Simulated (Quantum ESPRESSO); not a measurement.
Band energies of SrAgSF

```
CELL_PARAMETERS angstrom
      4.10863     0.00000     0.00000
      0.00000     4.10863     0.00000
      0.00000     0.00000     9.13010
ATOMIC_POSITIONS crystal
  F  0.50000 0.50000 0.00000
  F  0.00000 0.00000 0.00000
  S  0.00000 0.50000 0.30829
  S  0.50000 0.00000 0.69171
  Sr 0.00000 0.50000 0.84394
  Sr 0.50000 0.00000 0.15606
  Ag 0.50000 0.50000 0.50000
  Ag 0.00000 0.00000 0.50000
```

LDA (pw.x of Quantum ESPRESSO, ONCV potentials, scalar-relativistic); path ΓXMΓZRAZ,XR,MA; energies in eV from the valence-band maximum.

```csv
k (1/Å),point,band 38,band 39,band 40,band 41,band 42,band 43,band 44,band 45
0.00,Γ,-1.33,-1.33,-0.92,0.00,0.00,1.01,3.32,3.50
0.38,,-2.30,-0.87,-0.78,-0.70,-0.17,1.98,3.58,3.72
0.76,X,-3.05,-0.82,-0.82,-0.50,-0.50,2.58,2.58,4.28
0.96,,-2.85,-1.05,-1.05,-0.53,-0.53,2.70,2.70,4.53
1.53,M,-2.27,-1.97,-1.97,-1.19,-1.19,3.28,3.28,4.41
2.07,,-2.30,-1.16,-1.03,-0.77,-0.60,2.44,3.53,4.59
2.61,Γ,-1.33,-1.33,-0.92,0.00,0.00,1.01,3.32,3.50
2.61,Z,-1.30,-1.30,-1.17,-0.02,-0.02,1.52,3.01,3.38
2.99,,-2.32,-0.85,-0.77,-0.62,-0.18,2.07,3.40,3.83
3.38,R,-3.06,-0.74,-0.74,-0.49,-0.49,2.58,2.58,4.29
3.83,,-2.46,-1.67,-1.67,-0.83,-0.83,3.22,3.22,4.71
4.14,A,-2.27,-1.92,-1.92,-1.19,-1.19,3.42,3.42,4.43
4.28,,-2.16,-2.09,-1.69,-1.18,-1.04,3.30,3.48,4.44
4.68,,-2.41,-1.15,-1.07,-0.81,-0.48,2.54,3.58,4.65
5.09,,-1.44,-1.24,-1.08,-0.12,-0.08,1.64,3.22,3.57
5.22,Z,-1.30,-1.30,-1.17,-0.02,-0.02,1.52,3.01,3.38
5.22,X,-3.05,-0.82,-0.82,-0.50,-0.50,2.58,2.58,4.28
5.57,R,-3.06,-0.74,-0.74,-0.49,-0.49,2.58,2.58,4.29
5.57,M,-2.27,-1.97,-1.97,-1.19,-1.19,3.28,3.28,4.41
5.91,A,-2.27,-1.92,-1.92,-1.19,-1.19,3.42,3.42,4.43
```

The LDA gap is direct, 1.01 eV at Γ. Another valence extremum on the path lies within 0.02 eV, too close to call.

Spin-orbit splittings are left out.

Geometry of the Materials Project entry, not relaxed at this level.

The structure is a Materials Project entry; no match was found in the copy of COD used, and its stability was not checked.
